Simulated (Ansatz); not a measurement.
MgPd:
```
MgPd
1.0
    3.15673     0.00000     0.00000
    0.00000     3.15673     0.00000
    0.00000     0.00000     3.15673
Mg Pd
1 1
Cartesian
  0.00000   0.00000   0.00000
  1.57837   1.57837   1.57837
```

Relaxed with r²SCAN. Special points in fractions of this cell's reciprocal vectors: Γ (0.000, 0.000, 0.000); X (0.000, 0.500, 0.000); M (0.500, 0.500, 0.000); R (0.500, 0.500, 0.500).

Problem. List the band energies nearest the Fermi level at these points for r²SCAN in the plane-wave PAW code Ansatz.

Solution. In eV from the Fermi level; about four levels below and three above (degenerate sets whole), none deeper than 8.9 eV; points with the same levels are listed once.

```
k                          below             above
-  -----------------------------  ----------------
Γ  -4.32 -4.32 -2.26 -2.26 -2.26    7.50 7.50 7.50
X        -3.06 -3.06 -2.16 -0.35  8.80 10.93 10.93
M  -2.94 -2.94 -1.49 -0.35 -0.35   2.79 5.60 14.24
R  -4.54 -4.54 -4.54 -1.44 -1.44    3.54 3.54 3.54
```

Space group Pm-3m (CsCl type). The first step of the workflow began from a Materials Project structure, measured or hypothetical; the Crystallography Open Database files this formula in space group No. 221, but the cells were not matched. Its standing as an ambient phase is unchecked. The r²SCAN relaxation kept the symmetry of its start; its stability against distortions is not shown here. The run is not spin-polarised. Scalar-relativistic: spin–orbit coupling is off unless named, which matters more the heavier the elements.

Potentials: the later of the program's two PAW sets.
